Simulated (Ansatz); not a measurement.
**Structure relaxation, BN**

The start is a generated cell, BN built in the 4H structure type. Cell shape, volume and atoms are optimised at zero target pressure with r2SCAN (plane waves to 500 eV, PAW, scalar-relativistic; Ansatz, an electronic-structure program). The first steps use a coarse 10×10×3 k-mesh.

Starting cell:
```
CELL_PARAMETERS angstrom
      2.63687     0.00000     0.00000
     -1.31844     2.28360     0.00000
      0.00000     0.00000     8.63244
ATOMIC_POSITIONS crystal
  B  0.00000 0.00000 0.00000
  B  0.00000 0.00000 0.50000
  B  0.66667 0.33333 0.75018
  B  0.33333 0.66667 0.25018
  N  0.00000 0.00000 0.81216
  N  0.00000 0.00000 0.31216
  N  0.66667 0.33333 0.56329
  N  0.33333 0.66667 0.06329
```

Problem. What pressure does the first self-consistent step give?

Solution. -32.2 GPa (negative: the cell is under tension).

Problem. How much energy is released per atom?

Solution. 0.068 eV/atom.

Problem. How do the shortest distances between atoms change?

Solution. The closest pairs of elements (up to four, under 3.6 Å), start → end: B–N 1.61 → 1.56 Å; B–B 2.64 → 2.55 Å; N–N 2.63 → 2.55 Å.

Problem. Is the relaxed structure metallic? Give its gap.

Solution. 6.08 eV, indirect (valence top at Γ, conduction bottom at M) (no spin-orbit coupling).

Problem. What does it relax into? Give the structure.

Solution. 
```cif
data_B4N4
_chemical_formula_sum 'B4 N4'
_space_group_name_H-M_alt 'P63mc'
_space_group_IT_number 186
_space_group_name_Hall 'P 6c -2c'
_cell_length_a 2.54801
_cell_length_b 2.54801
_cell_length_c 8.37530
_cell_angle_alpha 90.000
_cell_angle_beta 90.000
_cell_angle_gamma 120.000
loop_
_atom_site_label
_atom_site_type_symbol
_atom_site_symmetry_multiplicity
_atom_site_Wyckoff_symbol
_atom_site_fract_x
_atom_site_fract_y
_atom_site_fract_z
_atom_site_occupancy
B1 B 2 a 0.00000 0.00000 0.49977 1
B2 B 2 b 0.33333 0.66667 0.25047 1
N1 N 2 a 0.00000 0.00000 0.31317 1
N2 N 2 b 0.33333 0.66667 0.06222 1
```

The space group stays P6₃mc (No. 186) (the run could not lower it); the end is AFLOW prototype AB_hP8_186_ab_ab (B5, as in SiC), with 8 atoms in the primitive cell. Final values are on a 15×15×4 k-mesh of the relaxed cell. No spin polarisation in the result.

The run could not lose the symmetry of its start.

The first start was generated by placing the elements on the sites of a structure type. A measured structure of BN has the same space group, P6₃mc (No. 186); the sites were not compared with it.
